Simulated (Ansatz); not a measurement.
CuAu (P4/mmm): total moment held at 0.8 μB

Theory: Ansatz 0.2.0, DFT, LDA, all-electron PAW with datasets made for the crystal, scalar-relativistic.

Command: `ansatz run input.yaml --threads 1 --pin off --max-ram 3072MiB --backend cpu --events-out ev --progress --plain --runs-dir out`

```yaml
crystal:
  lattice:
    - [2.8107494552, 0.0, 0.0]
    - [0.0, 2.8107494552, 0.0]
    - [0.0, 0.0, 3.685]
  atoms:
    - { symbol: Cu, position: [0.5, 0.5, 0.5], spin: 0.8 }
    - { symbol: Au, position: [0.0, 0.0, 0.0] }
magnetization:
  spin_polarized: true
  initial_magnetization: 0.8
  spin_locking: { lock_magnetization: hard }
kpoints:
  mp_grid: { grid: [12, 12, 9] }
scf:
  occupations: { method: fermi_dirac, width: 0.08 }
  lower_state_search: "off"
hamiltonian:
  xc: lda
  pseudopotentials: { kind: all_electron, datasets: crystal }
output:
  forces: true
  stress: true
  eigenvalues: false
```

Log:

```
settings of this run that can trade accuracy for cost: output.eigenvalues: false. Do not mix this run's numbers with those of runs without the same settings; the input reference describes each key
hamiltonian.pseudopotentials.datasets: crystal makes datasets for this crystal and solves the spheres of its atoms anew in each pass: cutoff 280.0 eV, the density's 1120.0 eV; for an error of 0.50 meV an atom under PBE, 1.0 meV for the cell; an energy difference from a run of another recipe may be off by several times the error for the cell, under r2SCAN by more, where some 0.1 meV an atom stays a …
Engine: ansatz 0.2.0
Pseudopotentials: kind: all_electron
Pseudopotential: Cu, paw, valence charge 11, recommended cutoff 280 eV (normal), crystal/all_electron/lda/scalar/gaussian/Cu, Koelling and Harmon's equation, gaussian nucleus
Pseudopotential: Au, paw, valence charge 19, recommended cutoff 280 eV (normal), crystal/all_electron/lda/scalar/gaussian/Au, Koelling and Harmon's equation, gaussian nucleus
Functional definition: SPW92
  exchange = slater_x
  correlation = pw_c
Crystal: 2 atoms, lattice volume = 29.113 Å³
Basis set: ecut = 280 eV, 311 PW (Γ)
Bands: 20, of which v1, the nominal top of the filled ones, is band 15 counted from 1 (14 counted from 0)
Symmetry: 16 space group operations
Space group: P4/mmm (ITA 123), of the structure as read, at distance tolerance 3.1e-5 Å
Magnetic group: BNS 123.339 (UNI 999), of the structure as read, at distance tolerance 3.1e-5 Å
k-points: 140 of 1296
Non-local potential: Cu, projectors of the file, l = 0: 1, l = 1: 1, l = 2: 2
Non-local potential: Au, projectors of the file, l = 0: 3, l = 1: 2, l = 2: 2
PAW form: soft (Blöchl's): semilocal exchange-correlation on the pseudo side does not see the compensation charge
PAW one-centre angular grid: Cu, 590 points (default); XC on its mesh's 1915 points in the sphere
PAW one-centre angular grid: Au, 590 points (default); XC on its mesh's 1815 points in the sphere
Initial density: superposition of atomic densities (chi_scale 0.1, normalization cell)
Starting moments: Σ|m| = 0.8 μB on 1 of 2 sites
Initial wavefunctions: pseudopotential atomic-orbital guess
Functional: x = slater, c = lda
iter 1 solved again at ethr=1.69e-2 eV; its pass at ethr=1.00e-1 eV (dr2=5.06e0 eV) is discarded
SCF iter   1: F=—  HF=-561906.608721 eV  |F-HF|=—  |Δ(HF+E_count)|=         —  Δρ=7.76e-2 (↑7.76e-2 ↓6.59e-2)  dr2=5.20e0  dr2_m=7.40e-2  M=0.800 μB ∫|m|=0.800 μB  β_m=0.30  ethr=1.69e-2  ⟨swp⟩=2.1  Hψ=28909  notcnv=0
preconditioner: auto → none  [metal: Δε(μ)=0.010 eV  Ē_g=10.658 eV  σ=0.080 eV  W_gap=0.03  n_scr=6 (ndim 8)  ℏωp=32.3 eV  f_vac=0.000  D(μ)=1.36/eV (n_scr^D=14)  sad-step TF]
SCF iter   2: F=—  HF=-561905.827031 eV  |F-HF|=—  |Δ(HF+E_count)|=   7.82e-1  Δρ=4.88e-2 (↑4.40e-2 ↓4.88e-2)  dr2=2.11e0  dr2_m=1.54e-1  M=0.800 μB ∫|m|=0.800 μB  β_m=0.38  ethr=1.69e-2  ⟨swp⟩=2.2  Hψ=11252  notcnv=0  defer=1
SCF iter   3: F=—  HF=-561905.368029 eV  |F-HF|=—  |Δ(HF+E_count)|=   4.59e-1  Δρ=2.99e-2 (↑2.99e-2 ↓1.61e-2)  dr2=8.01e-1  dr2_m=1.32e-2  M=0.800 μB ∫|m|=0.800 μB  β_m=0.38  ethr=7.05e-3  ⟨swp⟩=3.0  Hψ=13012  notcnv=0
iter 4 solved again at ethr=5.18e-5 eV; its pass at ethr=2.67e-3 eV (dr2=1.55e-2 eV) is discarded
SCF iter   4: F=—  HF=-561905.188974 eV  |F-HF|=—  |Δ(HF+E_count)|=   1.79e-1  Δρ=1.18e-2 (↑9.52e-3 ↓1.18e-2)  dr2=1.61e-2  dr2_m=2.74e-2  M=0.800 μB ∫|m|=0.800 μB  β_m=0.53  ethr=5.18e-5  ⟨swp⟩=2.3  Hψ=23996  notcnv=0  defer=1
SCF iter   5: F=—  HF=-561905.185332 eV  |F-HF|=—  |Δ(HF+E_count)|=   3.64e-3  Δρ=8.88e-3 (↑1.40e-3 ↓8.88e-3)  dr2=2.21e-2  dr2_m=6.70e-3  M=0.800 μB ∫|m|=0.800 μB  β_m=0.76  ethr=5.18e-5  ⟨swp⟩=2.5  Hψ=10245  notcnv=0  defer=1
SCF iter   6: F=—  HF=-561905.184127 eV  |F-HF|=—  |Δ(HF+E_count)|=   1.21e-3  Δρ=9.76e-4 (↑7.54e-4 ↓9.76e-4)  dr2=7.70e-4  dr2_m=5.73e-5  M=0.800 μB ∫|m|=0.800 μB  β_m=0.76  ethr=5.18e-5  ⟨swp⟩=2.9  Hψ=12003  notcnv=0
SCF iter   7: F=—  HF=-561905.186350 eV  |F-HF|=—  |Δ(HF+E_count)|=   2.22e-3  Δρ=3.73e-4 (↑3.07e-4 ↓3.73e-4)  dr2=1.14e-4  dr2_m=1.71e-6  M=0.800 μB ∫|m|=0.800 μB  β_m=0.76  ethr=2.57e-6  ⟨swp⟩=2.7  Hψ=12367  notcnv=0
SCF iter   8: F=—  HF=-561905.186344 eV  |F-HF|=—  |Δ(HF+E_count)|=   6.38e-6  Δρ=1.43e-4 (↑8.85e-5 ↓1.43e-4)  dr2=1.57e-5  dr2_m=5.11e-7  M=0.800 μB ∫|m|=0.800 μB  β_m=0.88  ethr=3.81e-7  ⟨swp⟩=2.1  Hψ=9922  notcnv=0  defer=1
SCF iter   9: F=—  HF=-561905.186341 eV  |F-HF|=—  |Δ(HF+E_count)|=   2.56e-6  Δρ=1.73e-5 (↑1.02e-5 ↓1.73e-5)  dr2=2.17e-7  dr2_m=5.13e-9  M=0.800 μB ∫|m|=0.800 μB  β_m=0.82  ethr=5.23e-8  ⟨swp⟩=2.8  Hψ=10377  notcnv=0
iter 10 did not close the SCF: its close was put off for a magnetic moment that had not settled (scf_convergence_deferred on its scf_iter line)
SCF iter  10: F=-561905.186341 eV  HF=-561905.186341 eV  |F-HF|=1.68e-8  |Δ(HF+E_count)|=   3.74e-8  Δρ=5.59e-6 (↑3.05e-6 ↓5.59e-6)  dr2=1.86e-8  dr2_m=1.04e-9  M=0.800 μB ∫|m|=0.800 μB  β_m=0.78  ethr=7.25e-10  ⟨swp⟩=3.0  Hψ=12073  notcnv=0  defer=1
SCF iter  11: F=-561905.186341 eV  HF=-561905.186341 eV  |F-HF|=1.05e-9  |Δ(HF+E_count)|=   3.61e-9  Δρ=1.07e-6 (↑7.07e-7 ↓1.07e-6)  dr2=6.55e-10  dr2_m=9.65e-11  M=0.800 μB ∫|m|=0.800 μB  ethr=6.22e-11  ⟨swp⟩=2.6  Hψ=10150  notcnv=0  defer=1
SCF 1 converged in 11 iterations: F = -561905.186345 eV  dr2 = 6.55e-10
  Residual-converged pass: ⟨swp⟩=2.1  Hψ=8565  notcnv=0  max |occ|·‖R‖ = 5.3e-6 eV (tolerance 5.3e-6 eV)  dr2=6.79e-10  dr2_m=9.80e-11  dr2_onsite=1.33e-9  max |Δocc| = 1.2e-10
  greatest PAW one-centre occupation: 1.001 electrons in one spin orbital (limit 2), on the Au atom at site 1 (counted from 0), in its partial waves of l = 1
SCF converged after 11 iterations
Stability checked in part: among states of this total moment the steps that led to this state did not find it unstable. No probe was made; neither looks for a lower state of another moment (fixed_total_moment; see scf.lower_state_search)
Magnetization: 0.8000 μB (15.4000 up, 14.6000 down)
Absolute magnetization: 0.8000 μB (∫|ρ↑−ρ↓|)
Spin contamination: -0.0275 ħ² per cell (⟨S²⟩ above its minimum at these occupations)
Per-site moments (μB) at R_I (Å): [(0.3302105503991123, 1.117940640366348), (0.2715661512558374, 1.117940640366348)]
Free energy (F): -561905.186345 eV
Harris-Foulkes:  -561905.186345 eV  (|F-HF|=1.05e-9)
Internal energy: -561905.169780 eV  (E = F + TS)
E sigma→0 (E₀):  -561905.178062 eV
Entropy (-TS):   -0.016565 eV (-8.282 meV/atom)
Past the cutoff: the bands carry plane waves up to 1.75 times it, of which those up to 1.5 times it add -0.000622 eV an atom, each by itself; the spheres take 0.000494 eV an atom off the energy for waves past 1.75 times it
By the cutoff:   a pressure is off by up to 0.010 GPa (1.2 times the spheres' own share and the shells' term, over an atom's volume, and 0.004 GPa: a bound that held against runs at twice the plane waves)
Past the cutoffs: a stress includes 0.0030 GPa for waves and charges beyond them, in addition to the slope of what the spheres take
In the spheres:  the bands' charges fall short by 1.1e-6 e at most (sound up to 1e-3)
Fermi energy:    21.170232 (↑ 22.446110, ↓ 19.894353) eV
--- Per-component energies (eV) ---
  E_band       = -2.498892
  E_kinetic    = 305.648700
  E_local      = -1925.642691  (includes V_loc(G=0)·N_el)
  E_nonlocal   = 125.326390
  E_hartree    = 1031.922558
  E_xc         = -106.203229
  E_vxc        = -134.713454  (∫ρ·V_xc dr)
  E_paw        = -565959.569062  (= ΣΔE_a)
  E_vpaw       = -9034.129043  (= ΣTr[D̂ρ^β])
  E_ewald      = -3973.819214
  E_smearing   = -0.016565  (= −TS)
  E_closure    = 8597.166769  (closes the sum)
  Σ components = -561905.186345   (vs F -561905.186345, Δ=0.00e0)
  The terms above E_closure are by the made datasets' own strengths, without shells solved beside the bands.
--- Forces (eV/Å), atoms counted from 1 ---
  atom   1  Cu     0.00000000    -0.00000000    -0.00000000
  atom   2  Au    -0.00000000     0.00000000     0.00000000
  max |Σ_I F_I| component: 1.77e-29 eV/Å
--- Stress (GPa, compression-positive) ---
       -5.668245      -0.000000      -0.000000
       -0.000000      -5.668245      -0.000000
       -0.000000      -0.000000      -8.415337
  P = ⅓ Tr σ = -6.5839 GPa (-65.839 kbar)
settings of this run that can trade accuracy for cost: output.eigenvalues: false. Do not mix this run's numbers with those of runs without the same settings; the input reference describes each key
```

Site moments (μB): Cu1 0.33, Au2 0.27. Cell moment 0.80 μB.

The magnetic group in the log treats spin as a scalar label, without spin–orbit coupling.

The Ansatz runs typed with the search for lower states off end where their start leads. Spin–orbit coupling is left out although heavy atoms are present. The magnetic state is the one that this cell and start allow. It needn't be the compound's measured order, which may need a larger cell or be absent.

It took 15 s on 1 thread of AMD EPYC 9R45 96-Core Processor (Zen 5), with other jobs on the host, peak memory 0.94 GiB.
